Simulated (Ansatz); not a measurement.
La₂O₃ (A-La2O3 type, space group P-3m1)

```
CELL_PARAMETERS angstrom
      3.94027     0.00000     0.00000
     -1.97014     3.41238     0.00000
      0.00000     0.00000    12.37598
ATOMIC_POSITIONS crystal
  La 0.33333 0.66667 0.12369
  La 0.33333 0.66667 0.62369
  La 0.66667 0.33333 0.37631
  La 0.66667 0.33333 0.87631
  O  0.00000 0.00000 0.00000
  O  0.00000 0.00000 0.50000
  O  0.33333 0.66667 0.32264
  O  0.33333 0.66667 0.82264
  O  0.66667 0.33333 0.17736
  O  0.66667 0.33333 0.67736
```

The atoms are displaced by Q × the pattern below (from a DFPT mode at A = (0.0, 0.0, 0.5), largest move 1; Q in Å), at fixed cell. (q is in reciprocal vectors of the primitive cell; the cell shown is doubled to hold the pattern.)

| atom | x | y | z |
|---|---|---|---|
| La1 | 0.000 | 0.000 | 0.798 |
| La2 | 0.000 | 0.000 | -0.798 |
| La3 | 0.000 | 0.000 | -0.798 |
| La4 | 0.000 | 0.000 | 0.798 |
| O5 | 0.000 | 0.000 | 1.000 |
| O6 | 0.000 | 0.000 | -1.000 |
| O7 | 0.000 | 0.000 | -0.503 |
| O8 | 0.000 | 0.000 | 0.503 |
| O9 | 0.000 | 0.000 | 0.503 |
| O10 | 0.000 | 0.000 | -0.503 |

Computed with PBE (plane waves to 420 eV, PAW, scalar-relativistic; Ansatz, a quantum-chemistry and plane-wave program). k mesh 10×10×3 (Γ-centred), Fermi-Dirac smearing 0.05 eV. Energies are smeared free energies. La2O3 is run without spin polarisation. La2O3 was relaxed with its symmetry unable to fall. ΔE is measured from the undisplaced structure.

```json
[
 {"Q (Å)": "-0.100", "ΔE (meV/cell)": "148.6"},
 {"Q (Å)": "-0.067", "ΔE (meV/cell)": "65.2"},
 {"Q (Å)": "-0.033", "ΔE (meV/cell)": "16.2"},
 {"Q (Å)": "0.000", "ΔE (meV/cell)": "0.0"},
 {"Q (Å)": "0.033", "ΔE (meV/cell)": "16.2"},
 {"Q (Å)": "0.067", "ΔE (meV/cell)": "65.2"},
 {"Q (Å)": "0.100", "ΔE (meV/cell)": "148.6"}
]
```

Problem. Which DFPT wavenumber at A = (0.0, 0.0, 0.5) belongs to this mode?
A) 378 cm⁻¹
B) 334 cm⁻¹
C) 140 cm⁻¹
D) 86 cm⁻¹

Solution. C, 140 cm⁻¹. The curvature of the scan gives 140 cm⁻¹

(A displaced cell: forces are minus the slopes of the energy, force constants its curvatures, and phonons follow from these.)
